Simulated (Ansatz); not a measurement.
Relaxed-ion elastic tensor of BiAu₂ (cubic Laves (MgCu2 type), space group No. 227) in GPa (Voigt order), plane-wave PAW LDA (Ansatz code); density 16.38 g/cm³, 20.37 Å³ per atom.

```
 166   118   118   0.0   0.0   0.0
 118   166   118   0.0   0.0   0.0
 118   118   166   0.0   0.0   0.0
 0.0   0.0   0.0  34.8   0.0   0.0
 0.0   0.0   0.0   0.0  34.8   0.0
 0.0   0.0   0.0   0.0   0.0  34.8
```

Problem. Is the crystal mechanically stable?

Solution. Yes: the smallest eigenvalue of C is 34.8 GPa.

Problem. Work out the Voigt, Reuss and Hill averages.

Solution. K_V = 134, K_R = 134, K_H = 134; G_V = 30.6, G_R = 29.6, G_H = 30.1 GPa.

Problem. Give Young's modulus, Poisson's ratio, Pugh's ratio and the universal anisotropy index.

Solution. E = 9KG/(3K + G) = 84.0 GPa; ν = 0.40; K/G = 4.45 (ductile by the Pugh limit of 1.75); A_U = 5G_V/G_R + K_V/K_R − 6 = 0.16.

Problem. Estimate the sound speeds and the Debye temperature.

Solution. v_l = √((K + 4G/3)/ρ) = 3260 m/s, v_t = √(G/ρ) = 1360 m/s, mean 1530 m/s; Θ = (h/k)(3n/4πV)^(1/3) v_m = 167 K.

Problem. Give the Zener ratio and Young's modulus along [100], [110] and [111].

Solution. A = 2C44/(C11 − C12) = 1.44; 1/E = S11 − 2(S11 − S12 − S44/2)Γ with Γ = 0, 1/4, 1/3 gives 68.4, 87.3, 96.1 GPa.

Problem. Solve the Christoffel equation for the three sound speeds along [100], [110], [111].

Solution. Eigenvalues of C_ijkl n_j n_l equal ρv². In km/s, slowest first: [100] 1.46, 1.46, 3.19; [110] 1.22, 1.46, 3.29; [111] 1.30, 1.30, 3.32.

Space group Fd-3m (cubic Laves (MgCu2 type)). The first step of the workflow began from a Materials Project structure, measured or hypothetical; the Crystallography Open Database files this formula in space group No. 227, but the cells were not matched. Its standing as an ambient phase is unchecked. The LDA relaxation kept the symmetry of its start; of distortions, only those at the zone centre were tested. As this level gives no gap, shear constants depend on the k-mesh and smearing (Fermi–Dirac, 0.1 eV here). Scalar-relativistic: spin–orbit coupling is off unless named, which matters more the heavier the elements.

Potentials: the later of the program's two PAW sets.
